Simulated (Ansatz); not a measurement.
# Data sheet: Au (DFT)

Au:
```
CELL_PARAMETERS angstrom
      2.89428     0.00000     0.00000
     -1.44714     2.50652     0.00000
      0.00000     0.00000     4.79293
ATOMIC_POSITIONS crystal
  Au 0.33333 0.66667 0.75000
  Au 0.66667 0.33333 0.25000
```

Space group P6_3/mmc (No. 194), hcp (Mg type); conventional cell a = b = 2.8943 Å, c = 4.7929 Å, α = β = 90.00°, γ = 120.00°.

Method: r²SCAN+D4 in the plane-wave PAW code Ansatz. The cell and atoms are relaxed at this level. Other levels are named where they apply.

Cell and energy:

```json
{
  "volume_per_atom": "17.39 Å³",
  "density": "18.81 g/cm³"
}
```

Electronic structure:

```json
{
 "electronic_character": "metallic (no gap)",
 "Density of states at the Fermi level": "0.29 states/eV per atom (mean over ±0.08 eV)"
}
```

Mechanics:

```json
{
 "Bulk modulus (Birch–Murnaghan fit)": "157 GPa",
 "Pressure derivative B′": "6.0",
 "Elastic constants (relaxed ions, GPa)": "C11 = 193, C12 = 153, C13 = 130, C33 = 212, C44 = 24.1",
 "mechanical_stability": "stable (all eigenvalues of C positive)",
 "hill_bulk_and_shear_moduli": "158 and 25.1 GPa",
 "Young's modulus": "71.5 GPa",
 "Poisson's ratio": "0.42",
 "debye_temperature_from_the_elastic_constants": "151 K"
}
```

The workflow started from an entry of the Crystallography Open Database (COD), which files this formula under 2 space groups. It is not the phase usual at ambient conditions (space group No. 225). Symmetry was held in the r²SCAN+D4 relaxation; its stability against distortions is not shown here. The pairwise dispersion correction was not fitted to metals. As this level gives no gap, shear constants depend on the k-mesh and smearing (Fermi–Dirac, 0.1 eV here). Axis ratios of metals converge slowly with the k-mesh, so a and c are less sure than the volume. On the denser mesh and wider smearing of the elastic run this cell carries a stress of 0.6 GPa. Spin–orbit coupling is left out wherever it is not named.

Potentials: the later of the program's two PAW sets.
